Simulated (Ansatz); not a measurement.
GaP (zinc blende, F-43m), a = 5.391 Å, b = 5.391 Å, c = 5.391 Å, α = 90.00°, β = 90.00°, γ = 90.00°; the cell used has 2 atoms.

Relaxed with LDA.

### Question
Which orbitals make up the states near the band edges in LDA in the plane-wave PAW code Ansatz?

### Answer
Top 1 eV of the valence band: P 3p 77 %, Ga 4p 19 %. Bottom 1 eV of the conduction band: Ga 4p 33 %, Ga 4s 20 %, P 3p 19 %, P 3s 16 %, outside the projected shells 12 %. Projections are on Löwdin-orthogonalised atomic valence shells; empty p or d shells of many metals are not among them.

### Question
Tabulate the density of states.

### Answer
States/eV per cell of 2 atoms, in 0.25 eV bins, energy from the valence-band maximum.

```tsv
E (eV)	total	P 3p	Ga 4p	Ga 4s
-7.85	0.00	0.00	0.00	0.00
-7.60	0.00	0.00	0.00	0.00
-7.35	0.00	0.00	0.00	0.00
-7.10	0.00	0.00	0.00	0.00
-6.85	0.71	0.32	0.04	0.33
-6.60	2.11	0.92	0.22	0.85
-6.35	1.03	0.45	0.12	0.37
-6.10	0.71	0.31	0.09	0.23
-5.85	0.54	0.23	0.07	0.16
-5.60	0.45	0.20	0.06	0.13
-5.35	0.36	0.16	0.05	0.10
-5.10	0.31	0.14	0.04	0.08
-4.85	0.27	0.12	0.03	0.07
-4.60	0.23	0.10	0.03	0.05
-4.35	0.20	0.09	0.02	0.05
-4.10	0.74	0.41	0.24	0.05
-3.85	1.22	0.70	0.41	0.06
-3.60	1.03	0.59	0.33	0.06
-3.35	1.03	0.60	0.32	0.06
-3.10	1.14	0.68	0.35	0.06
-2.85	1.42	0.88	0.45	0.05
-2.60	1.50	0.94	0.46	0.05
-2.35	1.44	0.92	0.43	0.04
-2.10	1.37	0.90	0.40	0.03
-1.85	1.34	0.90	0.37	0.03
-1.60	1.30	0.90	0.35	0.02
-1.35	1.26	0.90	0.32	0.02
-1.10	0.92	0.67	0.22	0.01
-0.85	0.60	0.45	0.13	0.01
-0.60	0.42	0.33	0.08	0.00
-0.35	0.26	0.21	0.04	0.00
-0.10	0.08	0.07	0.01	0.00
0.15	0.00	0.00	0.00	0.00
0.40	0.00	0.00	0.00	0.00
0.65	0.00	0.00	0.00	0.00
0.90	0.00	0.00	0.00	0.00
1.15	0.00	0.00	0.00	0.00
1.40	0.03	0.00	0.01	0.00
1.65	0.21	0.03	0.09	0.03
1.90	0.48	0.09	0.17	0.09
2.15	0.79	0.16	0.24	0.16
2.40	1.11	0.24	0.33	0.24
2.65	1.70	0.40	0.48	0.38
2.90	1.84	0.48	0.50	0.41
3.15	1.27	0.36	0.34	0.26
3.40	0.94	0.29	0.24	0.18
3.65	0.87	0.23	0.28	0.12
3.90	0.90	0.19	0.35	0.10
4.15	0.96	0.20	0.44	0.09
4.40	2.29	0.48	1.12	0.12
4.65	1.61	0.38	0.73	0.11
4.90	1.28	0.32	0.58	0.09
5.15	1.10	0.27	0.52	0.06
5.40	1.53	0.37	0.65	0.08
5.65	1.37	0.31	0.57	0.06
5.90	1.20	0.27	0.50	0.05
6.15	1.37	0.31	0.55	0.07
```

The cell was relaxed with LDA under the symmetry of its start; phonons on a q-mesh show no instability. Scalar-relativistic: spin–orbit coupling is off unless named, which matters more the heavier the elements.

Potentials: the later of the program's two PAW sets.
